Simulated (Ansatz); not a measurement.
The elements of this relaxed trial crystal are hidden behind letters.

```
lattice vectors (Å)
   3.6250    0.0000    0.0000
  -1.8125    3.1393    0.0000
   0.0000    0.0000    8.8559
fractional positions
X 0.6667 0.3333 0.1352
X 0.3333 0.6667 0.8648
X 0.0000 0.0000 0.5000
Z 0.6667 0.3333 0.6815
Z 0.3333 0.6667 0.3185
Q 0.0000 0.0000 0.0000
```

Theory: DFT PBE, scalar-relativistic, plane waves, PAW (Ansatz 0.2.0). The final run on the 6-atom cell used 420 eV, a Γ-centred 12×12×4 mesh, 0.10 eV smearing and no spin polarisation.

* Space group: P-3m1 (No. 164)
* Conventional cell: a = 3.625 Å, c = 8.856 Å
* Volume per atom: 16.80 Å³
* Density: 10.01 g/cm³
* Formation energy: −0.95 eV/atom
* Gap on the 12×12×4 mesh of the 6-atom cell: 0 eV (a metal)

Energies are uncorrected and count from the elements' standard states at the same level.

Question: X is a d-block element of period 6, Z is a p-block element of period 3 and Q is a p-block element of period 2. Which elements are they?

Answer: X = Hf, Z = Si, Q = O, so the formula is Hf3Si2O. Density times volume gives a mean mass of 10.01 × 16.80/1.6605 = 101.3 u per atom, and this set has 101.3 u. Hf on a site of symmetry 3m is surrounded by 3 O at 2.41 Å, 3 Si at 2.65 Å and 3 Hf at 3.18 Å; around Si lie 6 Hf at 2.64–2.65 Å; O has 6 Hf at 2.41 Å; 1 more site not described. Other sets within the hints have nearly the same mass, so mass alone doesn't settle it; this one was computed.

Spin–orbit coupling, which can matter for Hf, is left out. A structure relaxed within its symmetry needn't be a true minimum.
